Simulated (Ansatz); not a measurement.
# Equation of state of Si2Mo

A database entry relaxed whole under r2SCAN (I4/mmm):

```
Si Mo
1.0
    -1.60123    1.60123    3.90968
     1.60123   -1.60123    3.90968
     1.60123    1.60123   -3.90968
Si Mo
2 1
Direct
  0.33535 0.33535 0.00000
  0.66465 0.66465 0.00000
  0.00000 0.00000 0.00000
```

The cell was scaled uniformly, its shape held, and the atoms relaxed at each volume with plane-wave PAW DFT (Ansatz 0.2.0; r2SCAN, 500 eV, 13×13×13 Γ-centred mesh, fermi-dirac occupations of width 0.100 eV; no spin, no spin-orbit coupling). One row is withheld.

```tsv
volume (Å³/atom)	energy over the lowest (meV/atom)	pressure (GPa)
12.564	36.6	15.55
12.831	15.6	9.78
13.098	3.7	4.61
13.366	0.0	-0.02
13.633	3.6	-4.18
13.900	?	?
14.168	29.8	-11.20
```

Task: Fit the pressures of the other rows to the third-order Birch-Murnaghan form.

Result: With f = [(V₀/V)^(2/3) − 1]/2 and P = 3B₀f(1 + 2f)^(5/2)[1 + 3(B₀′ − 4)f/2], least squares gives V₀ = 13.36 Å³ an atom, B₀ = 219 GPa and B₀′ = 4.5; the rows miss the fit by 0.01 GPa. The slope of the energies differs from these pressures by less than 0.05 GPa.

Task: What does the withheld row hold?

Result: The fit gives -7.88 GPa at 13.900 Å³; the run gave -7.89 GPa and 13.8 meV an atom.

Caveats: the shape of the cell was held, so B₀ is an upper bound where the axes differ in stiffness; 0 K, fixed nuclei; the symmetry was kept, and this need not be the phase that is stable at 0 K; one mesh for all volumes; pressure is positive in compression.
